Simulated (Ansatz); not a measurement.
**Surface calculation: hcp Zn (0001), 5 layers**

The slab is cut from the hcp crystal, the stable phase, as relaxed on PAW files (15.32 Å³/atom), with 16 Å of vacuum and a dipole correction:

```xyz
5
Lattice="2.6356 0.0000 0.0000 -1.3178 2.2825 0.0000 0.0000 0.0000 26.1851" Properties=species:S:1:pos:R:3 pbc="T T T"
Zn    0.0000    0.0000    8.0000
Zn    0.0000    1.5217   10.5463
Zn    0.0000    0.0000   13.0925
Zn    0.0000    1.5217   15.6388
Zn    0.0000    0.0000   18.1851
```

Level of theory: DFT with PBE, scalar-relativistic, in Ansatz 0.2.0; a Γ-centred 16×16×1 k mesh, Fermi–Dirac smearing of 0.08 eV, no spin polarisation. LAPW: all electrons, basis error target 1 meV/atom; PAW: frozen-core files, cutoff 420 eV.

The bulk energy comes from a cell in the slab's orientation on a 16×16×7 mesh. The surface energy is (E(slab) − N·E(bulk))/2A at zero smearing, the mean of both faces; thin slabs carry quantum-size effects.

Task: As cut, the LAPW slab lies 0.259 eV above 5 atoms of bulk. What surface energy is that?

Result: Over two faces of 6.02 Å² it is 21.6 meV/Å², and times 16.02 J/m² per eV/Å² that gives γ = 0.345 J/m².

Task: What do relaxation and the other method give, and what work function comes out?

Result: 

```json
{"method": "LAPW", "γ as cut (J/m²)": "0.345", "γ relaxed (J/m²)": "0.300", "Φ as cut (eV)": "4.03", "Φ relaxed (eV)": "3.97"}
{"method": "PAW", "γ as cut (J/m²)": "0.345", "γ relaxed (J/m²)": "0.299", "Φ as cut (eV)": "4.03", "Φ relaxed (eV)": "3.97"}
```

Task: How do the spacings between the planes relax?

Result: From the bottom face up: d12 -3.4 % of 2.546 Å, d23 -6.0 % of 2.546 Å, d34 -6.0 % of 2.546 Å, d45 -3.4 % of 2.546 Å.

Task: What changes if the vacuum is set to 11 Å?

Result: LAPW then gives: no gap, work function 3.97 eV; PAW: no gap, work function 3.96 eV. The program warns that the vacuum is too thin.

Task: What changes if the images along the normal are cut off in place of the dipole correction?

Result: LAPW then gives: no gap, work function 3.97 eV; PAW: no gap, work function 3.97 eV.

Task: A 2p core hole is made on one atom of each kind in every 1×1 cell (PAW hole dataset, neutral cell, valence without spin). What does it cost by layer?

Result: layer 1 1025.83 eV, layer 2 1025.97 eV, layer 3 1025.99 eV. Shifts between layers mean more than the absolute values, and a whole layer of holes screens otherwise than one hole.

Task: In the relaxed 1×1 cell, replace the outer, then the middle Zn by Ga, which changes a whole layer. What shift does this Z+1 picture give?

Result: E(outer) − E(middle) = -0.16 eV by LAPW and -0.16 eV by PAW; a positive value puts the surface line at higher binding energy.
